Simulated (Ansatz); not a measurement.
This run works on a generated trial structure, not on a known crystal.

Input and command of a plane-wave DFT calculation in Ansatz:

```yaml
crystal:
  lattice:
    - [5.8677310241, 0.0, 0.0]
    - [-2.9338655121, 5.0816041295, 0.0]
    - [0.0, 0.0, 5.3745988612]
  atoms:
    - { symbol: Sr, position: [0.6666666667, 0.3333333333, 0.5] }
    - { symbol: Sr, position: [0.3333333333, 0.6666666667, 0.5] }
    - { symbol: Sr, position: [0.0, 0.0, 0.0] }
    - { symbol: Ru, position: [0.0, 0.5, 0.0], spin: 1.45 }
    - { symbol: Ru, position: [0.5, 0.5, 0.0], spin: 1.45 }
    - { symbol: Ru, position: [0.5, 0.0, 0.0], spin: 1.45 }
basis:
  ecutwfc: 420
kpoints:
  mp_grid: { grid: [6, 6, 8] }
hamiltonian:
  xc: pbe
scf:
  occupations: { method: gaussian, width: 0.1 }
output:
  forces: true
  stress: true
  eigenvalues: true
  populations: true
  write_density: true
  write_potential: true
  elf: true
  volumetric_format: npy
magnetization:
  spin_polarized: true
relax:
  adjacent_minimum: "off"
  f_tol: 0.01
  max_steps: 80
  cell: { stress_tol: 0.05 }
```

```bash
ansatz run input.yaml --threads 1 --pin off --max-ram 2560MiB --backend cpu --events-out ev --progress --plain --runs-dir out
```

Processor: Arm Neoverse V1, 1 thread, on a host shared with other jobs.

Question: How long does it run, and how much memory does it take?

Answer: About 3.9 min, peak memory 0.69 GiB. It solves 50 bands at 35 k points (after reduction by symmetry) with about 3185 plane waves (on the last cell), in 48 SCF iterations over 5 ionic steps.
